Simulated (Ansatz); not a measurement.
**Notes on YbTiBr**

```
Ti Br Yb
1.0
     4.28225    0.00000    0.00000
     0.00000    4.28225    0.00000
     0.00000    0.00000    8.05361
Ti Br Yb
2 2 2
Direct
  0.75000 0.25000 0.00000
  0.25000 0.75000 0.00000
  0.25000 0.25000 0.24910
  0.75000 0.75000 0.75090
  0.25000 0.25000 0.65690
  0.75000 0.75000 0.34310
```

Single point in Ansatz 0.2.0 with r2SCAN, no spin polarisation. Cutoff 500 eV, PAW datasets, 6×6×3 Γ-centred k mesh, fermi-dirac filling (width 0.1 eV).

- Charges: Bader charges in e: Yb +0.93, Ti +0.31, Br -1.19. In the mean Yb gives up most and Br takes most. There are 2 density maxima away from the nuclei.
- Contacts: Ti–Br at 2.93 Å: least valence density 0.14 e/Å³ and ELF 0.05 there. Ti–Ti at 3.03 Å: least valence density 0.20 e/Å³ and ELF 0.49 there. Br–Yb at 3.12 Å: least valence density 0.12 e/Å³ and ELF 0.06 there. These are pseudo-fields; inside the PAW spheres they differ from the all-electron ones.
- At the Fermi level: It is a metal, with about 8.4 states/eV a cell as the mean within 0.25 eV of the Fermi level, mostly Ti d (46 %) and Yb d (31 %).
- Forces: The largest is on Br3 (and as large on other atoms): 0.30 eV/Å, components (0.00, 0.00, -0.30). It makes 47° with the line to a nearest neighbour, Ti1 at 2.93 Å.

Origin: a known structure type with other elements, at an estimated volume, so it need not be a known compound. Caveats: no spin polarisation, so a magnetic state may lie lower; f levels without a U or exact exchange are poorly placed.
